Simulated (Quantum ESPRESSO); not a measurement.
SiMgGa2N4, input and log of a self-consistent run

Simulated, not a measurement. The program is pw.x of Quantum ESPRESSO 7.5 (plane-wave density functional theory). The cell is made up: 8 atoms on a zincblende/diamond lattice, with randomly drawn elements, strain and displacements, not relaxed. PseudoDojo standard norm-conserving files (v0.5 for PBE, v0.4.1 for LDA and PBEsol) set the functional; there is no spin polarisation, spin-orbit coupling or dispersion term, and the masses in the input are unused placeholders.

Input:

```
&control calculation='scf', pseudo_dir='./dojo.nc.sr.pbe.v0_5.standard.upf', outdir='./o', disk_io='medium', tprnfor=.true., tstress=.true. /
&system ibrav=0, nat=8, ntyp=4, nbnd=36, ecutwfc=84.00895049, nosym=.true., tot_charge=0,
 occupations='smearing', smearing='fd', degauss=0.0018374661
/
&electrons conv_thr=7.350e-09, electron_maxstep=60, /
ATOMIC_SPECIES
Ga 1.0 Ga.upf
Mg 1.0 Mg.upf
N 1.0 N.upf
Si 1.0 Si.upf
CELL_PARAMETERS angstrom
4.6808 0.0524 0.0
0.0524 4.6808 0.0
0.0 0.0 4.6808
ATOMIC_POSITIONS angstrom
Si 0.0399 0.0663 -0.0791
Mg 0.1343 2.2146 2.4007
Ga 2.3046 0.0173 2.3806
Ga 2.2914 2.4768 0.0241
N 1.1408 1.1095 1.1609
N 1.4612 3.5375 3.608
N 3.3244 1.2446 3.5312
N 3.6392 3.5351 1.2111
K_POINTS automatic
4 4 4 1 1 1
```

The log is shortened where brackets say so; the opening notice, blank lines, dates and the lines on written files are dropped, and the path of the files is cut. It prints rydbergs, bohrs and kilobars, and counts compression as positive stress.

```
     Program PWSCF v.7.5
     Parallel version (MPI & OpenMP), running on       1 processor cores
     Number of MPI processes:                 1
     Threads/MPI process:                     1
     [start-up lines left out]
     bravais-lattice index     =            0
     lattice parameter (alat)  =       8.8460  a.u.
     unit-cell volume          =     691.9942 (a.u.)^3
     number of atoms/cell      =            8
     number of atomic types    =            4
     number of electrons       =        60.00
     number of Kohn-Sham states=           36
     kinetic-energy cutoff     =      84.0090  Ry
     charge density cutoff     =     336.0358  Ry
     scf convergence threshold =      7.3E-09
     mixing beta               =       0.7000
     number of iterations used =            8  plain     mixing
     Exchange-correlation= PBE
                           (   1   4   3   4   0   0   0)
     [axes and pseudopotential details left out]
   Cartesian axes
     site n.     atom                  positions (alat units)
         1        Si     tau(   1) = (   0.0085236   0.0141634  -0.0168978  )
         2        Mg     tau(   2) = (   0.0286899   0.4730946   0.5128503  )
         3        Ga     tau(   3) = (   0.4923209   0.0036957   0.5085564  )
         4        Ga     tau(   4) = (   0.4895010   0.5291072   0.0051484  )
         5        N      tau(   5) = (   0.2437038   0.2370173   0.2479976  )
         6        N      tau(   6) = (   0.3121493   0.7556995   0.7707601  )
         7        N      tau(   7) = (   0.7101760   0.2658781   0.7543537  )
         8        N      tau(   8) = (   0.7774252   0.7551868   0.2587216  )
     number of k points=    32  Fermi-Dirac smearing, width (Ry)=  0.0018
                       cart. coord. in units 2pi/alat
        k(    1) = (   0.1236239   0.1236239   0.1250078), wk =   0.0625000
        k(    2) = (   0.1236239   0.1236239   0.3750235), wk =   0.0625000
     [further k points left out]
     Dense  grid:    71927 G-vectors     FFT dimensions: (  54,  54,  54)
     Estimated max dynamical RAM per process >      91.10 MB
     Initial potential from superposition of free atoms
     starting charge      59.9932, renormalised to      60.0000
     Starting wfcs are   43 randomized atomic wfcs
     total cpu time spent up to now is        7.2 secs
     per-process dynamical memory:    51.8 Mb
     Self-consistent Calculation
     iteration #  1     ecut=    84.01 Ry     beta= 0.70
     Davidson diagonalization with overlap
     ethr =  1.00E-02,  avg # of iterations =  3.0
     total cpu time spent up to now is       19.5 secs
     total energy              =    -515.22731070 Ry
     estimated scf accuracy    <       2.28421074 Ry
     iteration #  2     ecut=    84.01 Ry     beta= 0.70
     Davidson diagonalization with overlap
     ethr =  3.81E-03,  avg # of iterations =  3.0
     total cpu time spent up to now is       29.7 secs
     total energy              =    -515.76502539 Ry
     estimated scf accuracy    <       3.18644918 Ry
     iteration #  3     ecut=    84.01 Ry     beta= 0.70
     Davidson diagonalization with overlap
     ethr =  3.81E-03,  avg # of iterations =  2.0
     total cpu time spent up to now is       38.7 secs
     total energy              =    -516.29719358 Ry
     estimated scf accuracy    <       0.05730388 Ry
     iteration #  4     ecut=    84.01 Ry     beta= 0.70
     Davidson diagonalization with overlap
     ethr =  9.55E-05,  avg # of iterations =  4.8
     total cpu time spent up to now is       48.2 secs
     total energy              =    -516.32043580 Ry
     estimated scf accuracy    <       0.01003018 Ry
     iteration #  5     ecut=    84.01 Ry     beta= 0.70
     Davidson diagonalization with overlap
     ethr =  1.67E-05,  avg # of iterations =  5.3
     total cpu time spent up to now is       57.0 secs
     total energy              =    -516.32108365 Ry
     estimated scf accuracy    <       0.00984005 Ry
     [iterations 6 to 7 left out]
     iteration #  8     ecut=    84.01 Ry     beta= 0.70
     Davidson diagonalization with overlap
     ethr =  2.05E-07,  avg # of iterations =  2.0
     total cpu time spent up to now is       81.5 secs
     total energy              =    -516.32240055 Ry
     estimated scf accuracy    <       0.00001810 Ry
     iteration #  9     ecut=    84.01 Ry     beta= 0.70
     Davidson diagonalization with overlap
     ethr =  3.02E-08,  avg # of iterations =  2.5
     total cpu time spent up to now is       90.4 secs
     total energy              =    -516.32240492 Ry
     estimated scf accuracy    <       0.00000050 Ry
     iteration # 10     ecut=    84.01 Ry     beta= 0.70
     Davidson diagonalization with overlap
     ethr =  8.39E-10,  avg # of iterations =  4.2
     total cpu time spent up to now is      102.6 secs
     total energy              =    -516.32240512 Ry
     estimated scf accuracy    <       0.00000053 Ry
     iteration # 11     ecut=    84.01 Ry     beta= 0.70
     Davidson diagonalization with overlap
     ethr =  8.39E-10,  avg # of iterations =  2.0
     total cpu time spent up to now is      109.5 secs
     total energy              =    -516.32240515 Ry
     estimated scf accuracy    <       0.00000009 Ry
     iteration # 12     ecut=    84.01 Ry     beta= 0.70
     Davidson diagonalization with overlap
     ethr =  1.56E-10,  avg # of iterations =  2.0
     total cpu time spent up to now is      119.2 secs
     End of self-consistent calculation
     [lines on levels left out]
!    total energy              =    -516.32240517 Ry
     estimated scf accuracy    <          5.3E-09 Ry
     smearing contrib. (-TS)   =      -0.00000000 Ry
     internal energy E=F+TS    =    -516.32240517 Ry
     The total energy is F=E-TS. E is the sum of the following terms:
     one-electron contribution =    -243.35389572 Ry
     hartree contribution      =     160.20312508 Ry
     xc contribution           =    -127.11314910 Ry
     ewald contribution        =    -306.05848544 Ry
     convergence has been achieved in  12 iterations
     Forces acting on atoms (cartesian axes, Ry/au):
     atom    1 type  4   force =    -0.02812529   -0.02835582    0.08180666
     atom    2 type  2   force =    -0.04975177    0.05460723    0.01525069
     atom    3 type  1   force =     0.05461877   -0.00517521   -0.05200074
     atom    4 type  1   force =     0.11381832   -0.10142544    0.12517208
     atom    5 type  3   force =    -0.01283380   -0.05266647   -0.09436757
     atom    6 type  3   force =    -0.20536383    0.12511110   -0.05912548
     atom    7 type  3   force =     0.11751426   -0.05357698    0.04376611
     atom    8 type  3   force =     0.01012333    0.06148158   -0.06050175
     Total force =     0.397374     Total SCF correction =     0.000222
     Computing stress (Cartesian axis) and pressure
          total   stress  (Ry/bohr**3)                   (kbar)     P=     -118.83
  -0.00111061  -0.00026695   0.00001274         -163.38      -39.27        1.87
  -0.00026695  -0.00063700  -0.00020790          -39.27      -93.71      -30.58
   0.00001274  -0.00020790  -0.00067578            1.87      -30.58      -99.41
     init_run     :      5.82s CPU      7.05s WALL (       1 calls)
     electrons    :     96.87s CPU    112.08s WALL (       1 calls)
     forces       :      1.72s CPU      1.75s WALL (       1 calls)
     stress       :      6.33s CPU      6.38s WALL (       1 calls)
     [timing details left out]
     PWSCF        :   1m50.87s CPU   2m 8.30s WALL
     JOB DONE.
```

In other units: free energy -7024.924 eV for the cell, pressure -11.88 GPa, largest force component 5.280 eV/Å. A rerun of the same cell at another strain at 1437 eV and a 6 x 6 x 6 mesh moved values by no more than 0.004 eV in energy, 0.02 GPa in stress and 0.004 eV/Å in force.